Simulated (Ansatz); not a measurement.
## Deforming SrMg

```xyz
2
Lattice="3.9000 0.0000 0.0000 0.0000 3.9000 0.0000 0.0000 0.0000 3.9000" Properties=species:S:1:pos:R:3 pbc="T T T"
Sr    1.9500    1.9500    1.9500
Mg    0.0000    0.0000    0.0000
```

Atoms are numbered in the order listed.

The cell is COD entry 9008822, as deposited and not checked against the literature; nothing was relaxed.

These are results of DFT, LDA, all-electron LAPW, scalar-relativistic (Ansatz 0.2.0), not measurements.

Sampling and basis: a Γ-centred 9×9×9 k mesh, Fermi–Dirac smearing of 0.05 eV, basis error target 0.5 meV/atom, no spin polarisation.

The unchanged cell is at 3.43 GPa.

In a metal, stresses and small energies carry noise from the k mesh.

x, y and z are the Cartesian axes of the cell as listed; fractional coordinates follow a strain, and an engineering shear is twice the off-diagonal strain component.

(1) One change gave: energy change under 1 meV/atom; stress change (xx, yy, zz, yz, xz, xy) 0.01, 0.01, 0.01, 0.31, 0.31, 0.31 GPa, compression positive. Which change was it?
A. equal xy, yz and zx engineering shear strains of -1 %
B. equal xy, yz and zx engineering shear strains of +1 %
C. equal xy, yz and zx engineering shear strains of +2 %
D. equal xy, yz and zx engineering shear strains of -2 %

Results:

(1) A. For equal xy, yz and zx engineering shear strains of -2 %: energy change +4 meV/atom; stress change (xx, yy, zz, yz, xz, xy) 0.05, 0.05, 0.05, 0.64, 0.64, 0.64 GPa, compression positive. For equal xy, yz and zx engineering shear strains of +1 %: energy change under 1 meV/atom; stress change (xx, yy, zz, yz, xz, xy) 0.01, 0.01, 0.01, -0.30, -0.30, -0.30 GPa, compression positive. For equal xy, yz and zx engineering shear strains of +2 %: energy change +3 meV/atom; stress change (xx, yy, zz, yz, xz, xy) 0.05, 0.05, 0.05, -0.59, -0.59, -0.59 GPa, compression positive.
